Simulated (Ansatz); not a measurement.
Data:

Ga2O3:
```
Ga2O3
1.0
    5.04227     0.00000     0.00000
    0.00000     8.67322     0.00000
    0.00000     0.00000     9.28526
Ga O
16 24
Cartesian
  3.42105   1.31611   1.92154
  1.62122   7.35711   6.56417
  4.14235   5.65272   6.56417
  0.89992   3.02050   1.92154
  3.46714   7.27127   0.16376
  1.57513   1.40195   4.80639
  4.09627   2.93466   4.80639
  0.94600   5.73856   0.16376
  0.90197   0.27790   0.04246
  4.14030   8.39532   4.68509
  1.61916   4.61451   4.68509
  3.42311   4.05871   0.04246
  3.49119   1.30697   7.38446
  1.55108   7.36625   2.74184
  4.07221   5.64359   2.74184
  0.97006   3.02964   7.38446
  4.93052   4.43955   1.31450
  0.11175   4.23368   5.95713
  2.63289   0.10294   5.95713
  2.40938   8.57029   1.31450
  1.74716   7.29305   8.41667
  3.29511   1.38017   3.77404
  0.77398   2.95644   3.77404
  4.26829   5.71678   8.41667
  0.13640   7.15233   1.25549
  4.90587   1.52089   5.89812
  2.38474   2.81572   5.89812
  2.65753   5.85750   1.25549
  2.41540   5.78934   6.00550
  2.62687   2.88388   1.36287
  0.10574   1.45273   1.36287
  4.93653   7.22049   6.00550
  1.76195   1.48179   8.16802
  3.28032   7.19143   3.52539
  0.75918   5.81840   3.52539
  4.28309   2.85482   8.16802
  3.28137   4.32046   3.82613
  1.76090   4.35276   8.46876
  4.28203   8.65707   8.46876
  0.76024   0.01615   3.82613
```

This is the r²SCAN-relaxed structure. x, y and z are the axes in which the lattice vectors are written.

Question: All from plane-wave PAW r²SCAN (Ansatz code), unless another level is named. Estimate the formation energy from the elements (no fitted shifts).

Answer: -2.05 eV/atom.

Question: And the valence-band maximum?

Answer: on the Γ–X line, 10 % of the way from Γ (k = -0.052, 0.000, 0.000).

Question: Predict the weight of the conduction-edge state by species (Voronoi cells).

Answer: O 52 %, Ga 48 %.

Space group Pna2_1. The start of the workflow was typed in or built on a structure type; neither database checked (COD, Materials Project) lists it. It is not the phase usual at ambient conditions (space group No. 12, 167). Symmetry was held in the r²SCAN relaxation; its stability against distortions is not shown here. The references are the lowest solids computed at this level, not always the standard phases (solids in place of the gases). Spin–orbit coupling is left out wherever it is not named.

Potentials: the later of the program's two PAW sets.
